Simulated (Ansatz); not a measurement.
SrSi₂ (space group P4_332)

```xyz
12
Lattice="6.4908 0.0000 0.0000 0.0000 6.4908 0.0000 0.0000 0.0000 6.4908" Properties=species:S:1:pos:R:3 pbc="T T T"
Sr     4.0567     2.4340     5.6794
Sr     2.4340     5.6794     4.0567
Sr     5.6794     4.0567     2.4340
Sr     0.8113     0.8113     0.8113
Si     5.3676     5.3676     5.3676
Si     5.9912     0.4995     3.7449
Si     4.3685     1.1231     2.1222
Si     3.7449     5.9912     0.4995
Si     2.1222     4.3685     1.1231
Si     2.7458     2.7458     2.7458
Si     1.1231     2.1222     4.3685
Si     0.4995     3.7449     5.9912
```

The slice is a {100} plane (indices of the conventional cell) through the point (0.923, 0.077, 0.577) (fractional), spanned by u = [100] and v = [010] in vectors of this cell: u (6.49 Å) and v (6.49 Å, at 90° to u). It covers one period; positions are fractions (u, v).

Computed with PBEsol (plane waves to 420 eV, PAW, scalar-relativistic; Ansatz, a first-principles code). k mesh 6×6×6. Near the nuclei the fields are pseudised (PAW); where an atom keeps semicore shells as valence, they peak there. At this level the bands of SrSi2 touch or barely overlap. SrSi2 was relaxed with its symmetry unable to fall.

Task: Predict the map of the electrostatic potential energy of an electron, from the cell's mean on the slice.

Result: 
```
|xxxxxx006666440000000000447788997700xxxx|
|xxxxxx44665500xxxxxxxxxx005577998833xxxx|
|xx004477774400xxxxxxxxxx0033778888773300|
|66778888773300xxxxxxxxxx0022668899887766|
|77888888773300xxxxxxxxxx0033778888887777|
|66778888774400xxxxxxxxxx0055778888777766|
|5566778877663300000000004477888888665555|
|3355668888886655332233557788998877554433|
|3344668888998877776677889999998877553322|
|3355778899999988887777889999998877553333|
|5566778888888877775555668899998877665544|
|6677776644334455442211226688998888776666|
|88886611xxxxxx002200xx004477888888888888|
|998844xxxxxxxxxx111100114477888888889999|
|997733xxxxxxxxxx113333446677888899999999|
|666633xxxxxxxxxx446677778888889999888877|
|xx001100xxxxxx22668888889999999988773300|
|xxxxxx113333446677888899999999997733xxxx|
|xxxxxx005577777777777777889999996600xxxx|
|xxxxxxxx66776655333333556688999966xxxxxx|
```
Scale: ten equal steps from 1.00 (start of '0') to 9.66 (end of '9'), in the order '0123456789'. Values: electrostatic potential energy of an electron, from the cell's mean, in eV. The map has 20 points along u (two characters each, u = 0 at the left) and 20 along v (v = 0 in the bottom row). Points within 1 Å of a nucleus are blanked (x), as the pseudised field means little there. Values under 1 eV are set to 1. The zero, the cell's mean, hangs on the PAW cores.
